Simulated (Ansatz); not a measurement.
**TiAs: pressure against volume**

TiAs, P6_3/mmc, a = 3.671 Å, c = 6.040 Å. The structure is a Materials Project entry; whether it is the stable form wasn't checked. Ansatz: r2SCAN, PAW, 500 eV, Γ-centred 12×12×8 mesh on 4 atoms, Gaussian smearing 0.10 eV; no spin polarisation. Shape and atoms are relaxed at each volume; pressure is positive in compression.

| V (Å³/atom) | P (GPa) |
| --- | --- |
| 15.505 | ? |
| 16.034 | 13.98 |
| 16.562 | 8.58 |
| 17.091 | 3.96 |
| 17.620 | 0.03 |
| 18.148 | -3.34 |
| 18.677 | -6.26 |
| 19.382 | -9.55 |

**Question.** Take V0 = 17.620 Å³/atom, count pressures from its P0 = 0.03 GPa, fit the third-order Birch–Murnaghan form to the other rows, and predict the missing pressure.

**Answer.** With the Eulerian strain f = ½[(V0/V)^(2/3) − 1] and y = (P − P0)/[3f(1 + 2f)^(5/2)], the form is the line y = B0 + 1.5 B0 (B0′ − 4) f. Rows (f, y): 0.03245, 122.5; 0.02107, 122.0; 0.01026, 121.4; -0.00975, 121.0; -0.01905, 121.3; -0.03078, 121.6. Means f = 0.0007000, y = 121.63; Σ(Δf)² = 0.003005, ΣΔfΔy = 0.04701; the slope is their ratio. y = 121.6 + 15.64 f GPa, so B0 = 121.6 GPa and B0′ = 4 + 2 × (15.64)/(3 × 121.6) = 4.09. At V = 15.505, f = 0.04449, y = 122.30 and P = 20.23 GPa. The run gave 20.28 GPa, so the fit is 0.05 GPa too low, a small miss on the scale of the series.